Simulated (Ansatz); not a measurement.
## Strain response of Ti$_{2}$Co

Level of theory: Ansatz, DFT r2SCAN, scalar-relativistic, plane waves, PAW. Run with 500 eV cutoff, 10×10×10 k-mesh, Gaussian smearing of 0.10 eV, collinear spin.

Starting point, cell and atoms relaxed:

```
CELL_PARAMETERS angstrom
0.00000 3.56446 3.56446
3.56446 0.00000 3.56446
3.56446 3.56446 0.00000
ATOMIC_POSITIONS crystal
Ti 0.12500 0.12500 0.12500
Ti 0.62500 0.12500 0.12500
Ti 0.12500 0.12500 0.62500
Ti 0.12500 0.62500 0.12500
Co 0.50000 0.50000 0.50000
Co 0.75000 0.75000 0.75000
```

Deformation: all cell vectors scaled alike, the atoms relaxed, all within the symmetry that the strain leaves. Energies are extrapolated to zero smearing.

With moments and this functional the run may sit in a state above the lowest one.

| strain (%) | ΔE (meV/atom) | a (Å) | b (Å) | c (Å) | moment (μB/cell) |
| --- | --- | --- | --- | --- | --- |
| -3.0 | 42.9 | 4.890 | 4.890 | 4.890 | 4.45 |
| -2.0 | 18.5 | 4.940 | 4.940 | 4.940 | 4.61 |
| -1.0 | 4.5 | 4.990 | 4.990 | 4.990 | 4.74 |
| +0.0 | 0.0 | 5.041 | 5.041 | 5.041 | 4.85 |
| +1.0 | 4.2 | 5.091 | 5.091 | 5.091 | 4.95 |
| +2.0 | 16.4 | 5.142 | 5.142 | 5.142 | 5.05 |
| +3.0 | 35.7 | 5.192 | 5.192 | 5.192 | 5.16 |

Q: What stiffness (1/V) d²E/dε² at zero strain does a cubic fit over all points give?

A: A cubic fit gives (1/V) d²E/dε² = 927 GPa at zero strain (nine times the bulk modulus at fixed shape).